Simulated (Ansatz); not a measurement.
Cost of a DFT run on LuCo₄B₄

```yaml
crystal:
  lattice:
    - [4.978483, 0.0, 0.0]
    - [0.0, 4.978483, 0.0]
    - [0.0, 0.0, 6.921442]
  atoms:
    - { symbol: Lu, position: [0.0, 0.0, 0.0] }
    - { symbol: Lu, position: [0.5, 0.5, 0.5] }
    - { symbol: Co, position: [0.253328, 0.5, 0.861533], spin: 2.0 }
    - { symbol: Co, position: [0.746672, 0.5, 0.861533], spin: 2.0 }
    - { symbol: Co, position: [0.0, 0.753328, 0.361533], spin: 2.0 }
    - { symbol: Co, position: [0.0, 0.246672, 0.361533], spin: 2.0 }
    - { symbol: Co, position: [0.246672, 0.0, 0.638467], spin: 2.0 }
    - { symbol: Co, position: [0.753328, 0.0, 0.638467], spin: 2.0 }
    - { symbol: Co, position: [0.5, 0.746672, 0.138467], spin: 2.0 }
    - { symbol: Co, position: [0.5, 0.253328, 0.138467], spin: 2.0 }
    - { symbol: B, position: [0.82502, 0.5, 0.15707] }
    - { symbol: B, position: [0.17498, 0.5, 0.15707] }
    - { symbol: B, position: [0.0, 0.32502, 0.65707] }
    - { symbol: B, position: [0.0, 0.67498, 0.65707] }
    - { symbol: B, position: [0.67498, 0.0, 0.34293] }
    - { symbol: B, position: [0.32502, 0.0, 0.34293] }
    - { symbol: B, position: [0.5, 0.17498, 0.84293] }
    - { symbol: B, position: [0.5, 0.82502, 0.84293] }
magnetization:
  spin_polarized: true
kpoints:
  mp_grid: { grid: [7, 7, 5] }
scf:
  occupations: { method: fermi_dirac, width: 0.05 }
hamiltonian:
  xc: r2scan
  pseudopotentials: { kind: paw }
output:
  forces: true
  stress: true
  populations: true
  efg:
    quadrupole_moments_barn: { Lu: 3.49, Co: 0.42, B: 0.04059 }
    contact_densities: true
```

```sh
ansatz run input.yaml --threads 2 --pin off --max-ram 5120MiB --backend cpu --events-out ev --progress --plain --runs-dir out
```

It runs on 2 threads of Arm Neoverse V2 (aarch64; 8 cores open to the job, memory cap 5.0 GiB, no GPU), a shared host with a load of 0.7 a core.

Q: How much time and memory should be set aside?

A: About 5.1 min of wall time (10 min of CPU time) and 1.9 GiB. The run holds 210 valence electrons in 136 bands, about 4325 plane waves a k-point and 30 irreducible k-points, and took 24 SCF iterations. Times on a shared host vary by tens of per cent.
